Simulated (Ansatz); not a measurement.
Rocksalt alloy of MgO and CaO (6 of 32 Mg sites exchanged), 64 atoms

Ansatz, PAW, plane waves. PBEsol relaxation of volume and atoms (shape held) at the single k point (¼, ¼, ¼) without its symmetry partners; single points on the relaxed atoms at the Γ point alone, onto which points of the small cell's zone fold. Arrangement: random. No spin–orbit coupling unless named.

Relaxed structure:

```
O Mg Ca
1.0
     8.67686    0.00000    0.00000
     0.00000    8.67686    0.00000
     0.00000    0.00000    8.67686
O Mg Ca
32 26 6
Cartesian
  2.1702 8.5871 0.0004
  2.1692 8.6762 4.3426
  2.1696 4.4487 0.0008
  2.1705 4.3404 4.3410
  6.5084 0.0082 8.6721
  6.5083 0.0929 4.3334
  6.5100 4.3612 8.6729
  6.5092 4.2265 4.3339
  8.5851 2.1756 8.6286
  0.0050 2.1678 4.3772
  8.6738 6.5130 8.5708
  0.0983 6.5025 4.4432
  4.4449 2.1829 8.5684
  4.3370 2.1739 4.4414
  4.3331 6.5186 8.6365
  4.2408 6.5111 4.3829
  0.0279 0.0837 2.1677
  0.0265 0.0125 6.5048
  0.1187 4.2457 2.1683
  0.1172 4.3238 6.5055
  4.3139 8.6006 2.1685
  4.3135 8.6716 6.5078
  4.2267 4.4399 2.1680
  4.2238 4.3635 6.5079
  2.0908 2.1425 2.2773
  2.1615 2.1440 6.4152
  2.2500 6.5363 2.1758
  2.1796 6.5370 6.5099
  6.6064 2.0599 2.1612
  6.5279 2.0589 6.5014
  6.4122 6.6280 2.0633
  6.4872 6.6309 6.5968
  8.6605 0.0047 8.6438
  0.0319 0.0518 4.3658
  0.0289 4.3454 8.6376
  0.0828 4.2850 4.3708
  4.3551 8.6335 8.6468
  4.3067 0.0041 4.3688
  4.3101 4.4052 8.6420
  4.2557 4.3438 4.3744
  2.1520 2.1601 4.3610
  2.1906 6.5224 8.6465
  2.1846 6.5217 4.3681
  6.5297 2.1193 8.6398
  6.5362 2.1324 4.3710
  6.4831 6.5651 8.6493
  2.1729 8.6575 2.1960
  2.1703 8.6627 6.4858
  2.1733 4.3763 2.1961
  2.1703 4.3707 6.4861
  6.5115 0.0212 2.1416
  6.5084 0.0180 6.5264
  0.0093 2.1473 2.1990
  0.0095 2.1404 6.4875
  0.0598 6.5450 6.5207
  4.3338 2.1388 6.4912
  4.2975 6.5373 2.1393
  4.2851 6.5444 6.5242
  2.1573 2.1745 8.6646
  6.4894 6.5414 4.3538
  6.5122 4.3225 2.1524
  6.5084 4.3273 6.5163
  0.0312 6.5249 2.1497
  4.3452 2.1599 2.1863
```

(1) What are the mean bond lengths by pair (pairs within 1.2 times the sum of covalent radii, less contacts 15 % beyond the pair's median; cation–cation pairs of compounds aside; long ionic contacts are cut short by that bound)?

(2) What gap lies between the top filled and the lowest empty level in the single points?

Answers

(1) Ca–O 2.261 ± 0.040 Å (standard deviation, 36 bonds); Mg–O 2.150 ± 0.054 Å (standard deviation, 156 bonds).

(2) HSE06 6.06 eV (78 s).
